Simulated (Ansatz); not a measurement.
## Ti₂CuSb₃ (P-4m2): electronic heat capacity and spin susceptibility from the density of states

All numbers below come from DFT PBEsol, scalar-relativistic, plane waves, PAW in Ansatz.

Settings: cutoff 420 eV, Γ-centred mesh 10×10×6 on the computed 6-atom cell, Gaussian smearing of 0.10 eV; no spin polarisation.

Relaxed cell: P-4m2, a = 3.749 Å, b = 3.749 Å, c = 8.171 Å, α = 90.00°, β = 90.00°, γ = 90.00°, 6 atoms in the primitive cell. Whether it is the stable form of this composition wasn't checked.

The density of states at the Fermi level is 5.353 states/eV in the cell of 6 atoms (1 formula unit; both spins, tetrahedra on a 15×15×9 mesh). Averaged over bins of 0.1 eV the density runs from 4.0 to 5.3 states/eV within 0.2 eV of the Fermi level, so the figure hangs on the exact place of that level.

**Question.** What Sommerfeld coefficient and Pauli susceptibility does this give?

**Answer.** Per formula unit N(E_F) = 5.353 states/eV. γ = (π²/3) k_B² N(E_F) N_A = 2.357 mJ/(mol K²) per state/eV, so γ = 12.6 mJ/(mol K²), a mole of formula units. χ_P = μ_B² N(E_F) N_A = 3.23×10⁻⁵ emu/mol per state/eV gives 17.3×10⁻⁵ emu/mol. This is the bare band result: a measured γ of the same phase is as a rule larger by a factor 1 + λ from phonons and spin fluctuations, the spin part of χ is larger by the Stoner factor, and a measured χ also holds orbital and core terms. N(E_F) at one energy is sensitive to the mesh where the density of states has sharp peaks.

Spin-orbit coupling is left out, which matters for the bands of heavy elements.